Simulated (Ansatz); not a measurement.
# GaH3NF3: ⁶⁹Ga nuclear quadrupole resonance

Cell: an entry of the Crystallography Open Database (COD) whose atoms were relaxed with PBE, the cell held.

Space group Aem2 (No. 39); a = 5.4460, b = 5.4460, c = 9.8660 Å.

| site | Wyckoff | site symmetry | x | y | z |
| --- | --- | --- | --- | --- | --- |
| Ga | 4c | .m. | 0.2509 | 0.2500 | 0.3922 |
| H3 | 8d | 1 | 0.2778 | 0.0978 | 0.6357 |
| H7 | 4c | .m. | 0.0162 | 0.2500 | 0.6207 |
| N | 4c | .m. | 0.1984 | 0.2500 | 0.5923 |
| F11 | 4c | .m. | 0.2965 | 0.7500 | 0.7040 |
| F13 | 4b | ..2 | 0.5000 | 0.0000 | 0.4140 |
| F15 | 4a | ..2 | 0.0000 | 0.0000 | 0.3670 |

One atom of each set is listed; the run and its k-mesh use a cell of 16 atoms with edges of 5.45, 5.63, 5.63 Å.

Computed with Ansatz: DFT, PBE, plane waves and PAW, scalar-relativistic, 420 eV cutoff, Γ-centred 4×5×5 k-points, Fermi–Dirac smearing 0.02 eV.

⁶⁹Ga: I = 3/2, Q = 171.0 mb (year-2017 value). Static lattice, zero field.

(1) Predict the zero-field ⁶⁹Ga lines of each site.

(2) And for Ga-71 (I = 3/2, Q = 107.0 mb) on Ga?

## Answers

(1) For I = 3/2 there is one line, ν = (|C_Q|/2)(1 + η²/3)^½.

```
site  atoms  V_zz (10²¹ V/m²)  C_Q (MHz)     η  line frequencies (MHz)
  Ga      2             -8.91      -36.9  0.04                    18.4
```

(2) C_Q scales with Q to -23.1 MHz, with lines at 11.5 MHz.

At Ga V_zz points along its one bond to N (within 1°).

The database positions were far from equilibrium, so the relaxed structure may not be the compound's real one.
